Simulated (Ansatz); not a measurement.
Input file for Ansatz (an electronic-structure program):

Ansatz 0.2 input:
```yaml
crystal:
  lattice:
    - [2.1428337874, -5.2803241428, 0.0]
    - [2.1428337874, 5.2803241428, 0.0]
    - [0.0, 0.0, 3.8412380075]
  atoms:
    - { symbol: Y, position: [0.1404916008, 0.8595083992, 0.75] }
    - { symbol: Y, position: [0.8595083992, 0.1404916008, 0.25] }
    - { symbol: Si, position: [0.4241762902, 0.5758237098, 0.75] }
    - { symbol: Si, position: [0.5758237098, 0.4241762902, 0.25] }
kpoints:
  mp_grid: { grid: [10, 10, 11] }
hamiltonian:
  xc: r2scan
  pseudopotentials: { kind: paw }
scf:
  occupations: { method: gaussian, width: 0.05 }
checkpoint: { read: metal.run }
output: { write_density: true, elf: true, volumetric_format: npy }
basis: { fft_grid_basis: typed }
```

Output (shortened):

```
Pseudopotential: Y, paw, valence charge 11
Pseudopotential: Si, paw, valence charge 4
Functional definition: r2SCAN
Crystal: 4 atoms, lattice volume = 86.926 Å³
Basis set: ecut = 500 eV, 2207 PW (Γ), exchange–correlation on 180×180×120 points (64 copies of the dense FFT grid, shifted against one another)
Bands: 23, of which v1, the nominal top of the filled ones, is band 15 counted from 1 (14 counted from 0)
Symmetry: 8 space group operations
Space group: Cmcm (ITA 63), of the structure as read, at distance tolerance 4.4e-5 Å
k-points: 186 of 1100
Stability of the state it starts from, as read at its close in the unpolarized treatment …
iter 1 solved again at ethr=1.93e-7 eV; its pass at ethr=3.10e-3 eV (dr2=5.80e-5 eV) is discarded
SCF iter   1: F=—  HF=-9001.230917 eV  |F-HF|=—  |Δ(HF+E_count)|=         —  Δρ=2.35e-7  dr2=7.18e-11  dr2_τ=5.30e-12  ethr=1.93e-7  ⟨swp⟩=3.0  Hψ=32628  notcnv=0
preconditioner: auto → Kerker (q_TF=auto, 2.285 Å⁻¹)
SCF iter   2: F=-9001.230917 eV  HF=-9001.230917 eV  |F-HF|=1.46e-11  |Δ(HF+E_count)|=   1.49e-8  Δρ=1.78e-7  dr2=4.30e-11  dr2_τ=3.80e-12  ethr=1.00e-12  ⟨swp⟩=6.1  Hψ=16368  notcnv=0
SCF 1 converged in 2 iterations: F = -9001.230917 eV  dr2 = 4.30e-11
SCF converged after 2 iterations
Free energy (F): -9001.230917 eV
Harris-Foulkes:  -9001.230917 eV  (|F-HF|=1.46e-11)
Internal energy: -9001.228910 eV  (E = F + TS)
E sigma→0 (E₀):  -9001.229913 eV
Entropy (-TS):   -0.002007 eV (-0.502 meV/atom)
Fermi energy:    10.541339 eV
--- Per-component energies (eV) ---
  E_band       = -193.445885
  E_kinetic    = 693.893800
  E_local      = -1185.100502  (includes V_loc(G=0)·N_el)
  E_nonlocal   = 148.355458
  E_hartree    = 386.191908
  E_xc         = -441.691663
  E_vxc        = -547.053820  (∫ρ·V_xc dr)
  E_paw        = -6722.149096  (= ΣΔE_a)
  E_vpaw       = -103.935519  (= ΣTr[D̂ρ^β])
  E_aug_tail   = 0.000016  (compensation charges beyond the density's cutoff)
  E_vtau       = 28.010883  (kinetic-family band-sum trace: ∫τ·v_τ [+ j·A + Jᵃ·Aᵃ] dr)
  E_ewald      = -1880.268058
  E_core_change = -0.460773  (= ΣΔE_core)
  E_smearing   = -0.002007  (= −TS)
  E_closure    =  0.000000  (closes the sum)
  Σ components = -9001.230917   (vs F -9001.230917, Δ=0.00e0)
  [band-id]    e_kinetic+e_local+e_nonlocal+2·e_hartree+e_vxc+e_vpaw+e_augmentation_tail+e_vtau = -193.445868   (vs E_band -193.445885, Δ=1.68e-5)
--- Band table (eV; the first three rows and the last of 186) ---
  k-point 0: bands = ["-33.3015", "-33.2393", "-12.8973", "-12.6980", "-12.6419", "-12.6238", "-12.4860", "-12.4653", "-0.4498", "4.2054", "7.5278", "7.9653", "8.7080", "9.2470", "10.8244", "11.3136", "12.5016", "13.2842", "13.3664", "13.6765", "14.0090", "14.1560", "14.3686"]
  k-point 1: bands = ["-33.2994", "-33.2397", "-12.8877", "-12.6946", "-12.6538", "-12.6234", "-12.4929", "-12.4850", "-0.3574", "4.2379", "7.6021", "7.9014", "7.9595", "9.9269", "10.7583", "10.8860", "12.3251", "13.2746", "13.3517", "13.6411", "14.1470", "14.5595", "14.6156"]
  k-point 2: bands = ["-33.2935", "-33.2412", "-12.8600", "-12.6851", "-12.6847", "-12.6225", "-12.5381", "-12.5133", "-0.0844", "4.2642", "6.9543", "7.8062", "7.9494", "10.1373", "10.4408", "10.5768", "12.0417", "12.8464", "13.3568", "14.0437", "14.3621", "15.4543", "15.5241"]
  k-point 185: bands = ["-33.2603", "-33.2597", "-12.9124", "-12.9024", "-12.6509", "-12.6246", "-12.5150", "-12.5067", "1.9520", "2.7570", "6.0731", "6.8156", "8.6139", "8.8679", "10.3319", "10.7518", "12.0392", "12.5353", "12.5710", "12.9086", "15.2434", "15.2664", "16.3676"]
```

Cost: around 26 core-seconds (rough) on shared cores.

The workflow started from a Materials Project entry (that database holds measured and hypothetical structures alike); the Crystallography Open Database copy checked does not list it. Whether it is the stable phase at ambient conditions was not checked. Symmetry was held in the r²SCAN relaxation; its stability against distortions is not shown here. The run is not spin-polarised. Spin–orbit coupling is left out wherever it is not named.

Potentials: the later of the program's two PAW sets.

Ansatz is a plane-wave DFT program.
